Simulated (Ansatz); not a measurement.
Ge:
```cif
data_Ge24
_chemical_formula_sum 'Ge24'
_space_group_name_H-M_alt 'R-3 :H'
_space_group_IT_number 148
_space_group_name_Hall '-R 3'
_cell_length_a 9.84617
_cell_length_b 9.84617
_cell_length_c 5.86005
_cell_angle_alpha 90.000
_cell_angle_beta 90.000
_cell_angle_gamma 120.000
loop_
_atom_site_label
_atom_site_type_symbol
_atom_site_symmetry_multiplicity
_atom_site_Wyckoff_symbol
_atom_site_fract_x
_atom_site_fract_y
_atom_site_fract_z
_atom_site_occupancy
Ge1 Ge 6 c 0.00000 0.00000 0.28413 1
Ge2 Ge 18 f 0.03716 0.26686 0.23665 1
```
(The calculation used a cell of 8 atoms; values per cell refer to that cell.)

Relaxed with PBEsol.

Question: Which orbitals make up the states near the Fermi level in PBEsol (plane waves, PAW; program Ansatz)?

Answer: Within 0.5 eV of the Fermi level: Ge 4p 70 %, Ge 4s 26 %. Projections are on Löwdin-orthogonalised atomic valence shells; empty p or d shells of many metals are not among them.

Question: Tabulate the density of states.

Answer: States/eV per cell of 8 atoms, in 0.25 eV bins, energy from the Fermi level.

```tsv
E (eV)	total	Ge 4p	Ge 4s	Ge 3d
-7.85	1.59	0.56	1.03	0.00
-7.60	1.77	0.66	1.10	0.00
-7.35	2.29	0.95	1.33	0.01
-7.10	2.49	1.10	1.38	0.01
-6.85	0.87	0.36	0.50	0.00
-6.60	1.10	0.51	0.58	0.00
-6.35	2.30	1.18	1.10	0.01
-6.10	3.20	1.55	1.63	0.01
-5.85	2.92	1.40	1.50	0.01
-5.60	2.85	1.39	1.44	0.01
-5.35	1.43	0.76	0.66	0.00
-5.10	0.94	0.56	0.37	0.00
-4.85	1.40	1.15	0.24	0.00
-4.60	1.87	1.61	0.25	0.00
-4.35	1.96	1.66	0.28	0.00
-4.10	2.24	1.88	0.33	0.00
-3.85	2.92	2.51	0.38	0.01
-3.60	3.49	3.06	0.40	0.01
-3.35	3.90	3.46	0.40	0.01
-3.10	4.06	3.67	0.35	0.01
-2.85	3.71	3.33	0.34	0.01
-2.60	4.44	4.00	0.38	0.01
-2.35	4.44	4.07	0.32	0.01
-2.10	5.30	4.91	0.32	0.01
-1.85	5.43	5.10	0.26	0.01
-1.60	5.36	5.05	0.25	0.01
-1.35	4.86	4.56	0.24	0.01
-1.10	3.75	3.53	0.16	0.01
-0.85	3.65	3.46	0.13	0.01
-0.60	1.38	1.30	0.06	0.00
-0.35	0.63	0.59	0.03	0.00
-0.10	0.61	0.50	0.10	0.00
0.15	1.77	1.16	0.53	0.00
0.40	2.58	1.63	0.82	0.01
0.65	2.05	1.32	0.61	0.00
0.90	3.24	2.16	0.89	0.01
1.15	2.88	1.93	0.75	0.01
1.40	2.79	1.91	0.66	0.01
1.65	4.87	3.38	1.06	0.01
1.90	4.24	2.95	0.90	0.01
2.15	3.76	2.67	0.73	0.01
2.40	3.81	2.76	0.66	0.01
2.65	4.78	3.53	0.73	0.01
2.90	4.36	3.25	0.61	0.01
3.15	4.20	3.13	0.55	0.01
3.40	4.39	3.30	0.51	0.01
3.65	5.06	3.77	0.55	0.01
3.90	4.46	3.33	0.45	0.01
4.15	4.90	3.68	0.43	0.01
4.40	5.05	3.77	0.41	0.01
4.65	4.75	3.58	0.37	0.01
```

The first step of the workflow began from a Materials Project structure, measured or hypothetical; the Crystallography Open Database copy checked does not list it. It is not the phase usual at ambient conditions (space group No. 227). Symmetry was held in the PBEsol relaxation; its stability against distortions is not shown here. Spin–orbit coupling is left out wherever it is not named.

Potentials: the earlier of the program's two PAW sets. The files were generated under PBE; for other functionals the program regenerates the frozen cores, and for LDA and PBEsol the local potential too.
